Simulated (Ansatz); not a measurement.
**Si: energy along a strain**

Si, P6_3/mmc, a = 2.666 Å, c = 4.506 Å (as given, not relaxed at this level: -0.3 GPa). This isn't the element's structure at ambient conditions. Ansatz: LDA, PAW, 420 eV, Γ-centred 24×24×10 mesh on 2 atoms, Gaussian smearing 0.15 eV; no spin polarisation. Cell vectors (Å): 2.666 0.000 0.000; -1.333 2.308 0.000; 0.000 0.000 4.506. The cell is strained by x per cent times the pattern (1 1 0 0 0 0) in the order xx yy zz yz xz xy (engineering shears), with fractional coordinates held. y is the free energy over the start, V0 = 13.864 Å³/atom.

```
x (%) y (meV/atom)
-6.00             ?
-4.50         40.17
-3.00         15.65
-1.50          2.60
 0.00          0.00
 1.50          6.12
 3.00         19.40
 4.50         38.15
 5.25         49.28
 6.00         61.49
```

Task: Fit y = c1 x + c2 x² + c3 x³ to the other rows, get the stiffness along the pattern, and predict the missing energy.

Result: Least squares on the rows shown. y = 1.2897 x + 1.9366 x² − 0.074365 x³. The clamped-ion stiffness p·C·p = 2 × 19.37 eV × 160.2 / 13.864 Å³ = 448 GPa (second derivative at the start, which stands under stress). At x = -6.00 the fit asked for gives 78.04 meV/atom. The run gave 76.56 meV/atom, so the fit is 1.48 meV/atom too high, 1.9 % of the span of the series, against an rms of 0.09 meV/atom on the fitted rows. The row lies outside the fitted range. With a term in x⁴ added, a fit to the same known rows predicts 78.25 meV/atom, no real gain.